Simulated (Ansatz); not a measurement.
**Field gradients of SiO₂ from run to run**

Cell of run 1: a COD entry, atoms as given.

```cif
data_SiO2
_symmetry_space_group_name_H-M 'P4_12_12'
_symmetry_Int_Tables_number 92
_cell_length_a 4.9860
_cell_length_b 4.9860
_cell_length_c 6.9770
_cell_angle_alpha 90.000
_cell_angle_beta 90.000
_cell_angle_gamma 90.000
loop_
_atom_site_label
_atom_site_type_symbol
_atom_site_symmetry_multiplicity
_atom_site_Wyckoff_symbol
_atom_site_fract_x
_atom_site_fract_y
_atom_site_fract_z
Si Si 4 a 0.2988 0.2988 0.0000
O O 8 b 0.2408 0.1017 0.1766
```

One atom of each set is listed.

Relaxed positions (PBE, cell held):

Si (0.3032, 0.3032, 0.0000)
O (0.2376, 0.1127, 0.1831)

All runs are DFT with Ansatz 0.2.0 (plane waves and PAW, scalar-relativistic unless spin–orbit coupling is named, Γ-centred meshes, Fermi–Dirac smearing where given) in this cell.

Run 1: PBE, atoms as given; 420 eV, 5×5×4 k-points, smearing 0.02 eV.
Run 2: PBE, atoms relaxed; 420 eV, 5×5×4 k-points, smearing 0.02 eV.
Run 3: r2SCAN, at the relaxed atoms; 500 eV, 5×5×4 k-points, smearing 0.02 eV.

(1) What does each run give, and what moves the gradients most?

## Answers

(1) 

```json
{"run": "1", "Si V_zz (η)": "-0.34 (0.49)", "O V_zz (η)": "9.21 (0.12)"}
{"run": "2", "Si V_zz (η)": "-0.37 (0.70)", "O V_zz (η)": "9.52 (0.18)"}
{"run": "3", "Si V_zz (η)": "-0.37 (0.64)", "O V_zz (η)": "9.39 (0.18)"}
```

V_zz in 10²¹ V/m². Against run 1, the gradient tensors on these sites move by at most 0.46 in run 2 (O), 0.37 in run 3 (O). Taken one at a time, the positions of the atoms (as given or relaxed) move the tensors on these sites by up to 0.46 (largest principal value of the change, on O), the functional (r2SCAN with its higher cutoff) by 0.13 (O).

In runs 1, 3 the atoms aren't at the calculated equilibrium (largest force 0.47, 0.28 eV/Å). The cell isn't the equilibrium one in run 1 (calculated pressure 7 GPa), and the entry's cell may itself be off.
